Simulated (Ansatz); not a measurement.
Relaxed candidate structures of TiPd:

A. P6₃/mmc (No. 194), hP4, NiAs type; a = b = 3.8689 Å, c = 5.3305 Å, α = β = 90.00°, γ = 120.00°; Pd 2a (0.000, 0.000, 0.000); Ti 2c (0.333, 0.667, 0.250)

B. P2₁/m (No. 11), mP8; a = 4.7538 Å, b = 4.8960 Å, c = 5.4077 Å, α = 90.00°, β = 94.53°, γ = 90.00°; Pd 2e (0.036, 0.250, 0.651); Pd 2e (0.177, 0.250, 0.159); Ti 2e (0.681, 0.250, 0.005); Ti 2d (0.500, 0.500, 0.500)

C. P-6m2 (No. 187), hP2; a = 2.847 Å, b = 2.847 Å, c = 4.325 Å, α = 90.00°, β = 90.00°, γ = 120.00°; Ti 1a (0.000, 0.000, 0.000); Pd 1f (0.667, 0.333, 0.500)

D. Pm-3m (No. 221), cP2, CsCl type; a = b = c = 3.1322 Å, α = β = γ = 90.00°; Ti 1b (0.500, 0.500, 0.500); Pd 1a (0.000, 0.000, 0.000)

Task: Order them by energy per atom (lowest first) at the level PBEsol (plane waves to 420 eV, PAW, scalar-relativistic; Ansatz, a quantum-chemistry and plane-wave program).

Result: D (reference), C (+0.11 eV/atom), B (+0.13 eV/atom), A (+0.29 eV/atom)

The lowest structure calculated, Pmma, oP4, AFLOW prototype AB_oP4_51_e_f (B19, as in CdAu), is not among these; it lies 0.09 eV/atom below the lowest of them. 1 run with a doubtful electronic state, a coarser numerical grid, an end not at rest or a source that can't be used is left out. Each run could gain symmetry but not lose that of its start, so entries can be saddle points. From databases, or of a type measured for this composition: Pm-3m, cP2, CsCl type; the others are generated cells (placed on structure types, drawn at random, substituted or restacked) that were not matched to a known phase here. The real structure of this composition may not be among these. Static energies at zero pressure. Each cell has its own k-point mesh; energy differences are given only to the digits this allows. No spin polarisation in the result.
